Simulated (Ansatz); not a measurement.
Ba$_{2}$HfO$_{4}$:
```
CELL_PARAMETERS angstrom
     -2.08313     2.08313     6.74103
      2.08313    -2.08313     6.74103
      2.08313     2.08313    -6.74103
ATOMIC_POSITIONS crystal
  Ba 0.35236 0.35236 0.00000
  Ba 0.64764 0.64764 0.00000
  Hf 0.00000 0.00000 0.00000
  O  0.50000 0.00000 0.50000
  O  0.00000 0.50000 0.50000
  O  0.15607 0.15607 0.00000
  O  0.84393 0.84393 0.00000
```

r²SCAN in the plane-wave PAW code Ansatz gives a gap of 3.84 eV without spin–orbit coupling, maximum on the S0–Γ line, 51 % of the way from S0, minimum at M.

**Question.** What happens when spin–orbit coupling is switched on?

**Answer.** The gap shrinks by 0.01 eV, to 3.83 eV; maximum on the S0–Γ line, 51 % of the way from S0, minimum at M.

**Question.** Give the electron effective mass with spin–orbit coupling.

**Answer.** 0.48, 0.48, 0.74 mₑ (principal values).

**Question.** Give the hole effective mass with spin–orbit coupling.

**Answer.** 0.86, 1.9, 3.1 mₑ (principal values).

Space group I4/mmm. The workflow started from a Materials Project entry (that database holds measured and hypothetical structures alike); the Crystallography Open Database copy checked does not list it. Whether it is the stable phase at ambient conditions was not checked. The cell was relaxed with r²SCAN under the symmetry of its start; whether a distortion lowers the energy is not shown. The run is not spin-polarised.

Potentials: the later of the program's two PAW sets.
